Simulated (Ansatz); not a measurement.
Sb (simple cubic), conventional cell a = 3.0835 Å, b = 3.0835 Å, c = 3.0835 Å, α = 90.00°, β = 90.00°, γ = 90.00°. The calculation uses the primitive cell of 1 atom, to which meshes and values per cell refer.

Grid over V/V₀ and (c/a)/(c/a)₀, subscript 0 meaning the relaxed cell; the conventional c axis lies along z; no internal relaxation.

Calculation: r2SCAN (plane waves to 500 eV, PAW, scalar-relativistic; Ansatz, a first-principles code). k mesh 15×15×15 (Γ-centred), Fermi-Dirac smearing 0.05 eV. Compression counts positive. With partly filled bands, the response to shear is sensitive to the k mesh, so small differences along c/a are uncertain. Sb was relaxed with its symmetry unable to fall. Spin-orbit coupling is left out, though Sb is heavy. This is one of several known forms of Sb; the measured ambient cells at hand have space group No. 166. The last digit holds for this mesh only.

Changes of σxx (GPa) from the point V/V₀ = 1.000, (c/a)/(c/a)₀ = 1.000 when one coordinate moves alone (two changes are said to add if the coupling is within 5 % of the smaller one, nearly so within 20 %):

```csv
point,change
"V/V₀ = 1.000, (c/a)/(c/a)₀ = 0.880",-4.57
"V/V₀ = 1.000, (c/a)/(c/a)₀ = 0.920",-2.93
"V/V₀ = 1.000, (c/a)/(c/a)₀ = 0.960",-1.73
"V/V₀ = 0.960, (c/a)/(c/a)₀ = 1.000",2.75
"V/V₀ = 0.973, (c/a)/(c/a)₀ = 1.000",1.76
"V/V₀ = 0.987, (c/a)/(c/a)₀ = 1.000",0.84
"V/V₀ = 1.013, (c/a)/(c/a)₀ = 1.000",-0.78
"V/V₀ = 1.027, (c/a)/(c/a)₀ = 1.000",-1.49
"V/V₀ = 1.040, (c/a)/(c/a)₀ = 1.000",-2.16
"V/V₀ = 1.000, (c/a)/(c/a)₀ = 1.040",1.76
"V/V₀ = 1.000, (c/a)/(c/a)₀ = 1.080",3.80
"V/V₀ = 1.000, (c/a)/(c/a)₀ = 1.120",5.35
```

Q: Do the two effects add at V/V₀ = 1.040, (c/a)/(c/a)₀ = 0.880? Give the computed change.

A: The sum of the single changes is -2.16 + (-4.57) = -6.73; the calculation gives -6.10, so the coupling contributes 0.63 (over 20 % of the smaller single change, not additive).

Q: Do the two effects add at V/V₀ = 1.027, (c/a)/(c/a)₀ = 1.120? Give the computed change.

A: The sum of the single changes is -1.49 + (5.35) = 3.86; the calculation gives 3.32, so the coupling contributes -0.54 (over 20 % of the smaller single change, not additive).

Q: What is the change at V/V₀ = 0.973, (c/a)/(c/a)₀ = 0.920, where both move, and how far is it from the sum?

A: The sum of the single changes is 1.76 + (-2.93) = -1.17; the calculation gives -1.53, so the coupling contributes -0.36 (over 20 % of the smaller single change, not additive).

(A scan under strain: stresses follow from slopes of the energy per volume, elastic moduli from its curvatures.)
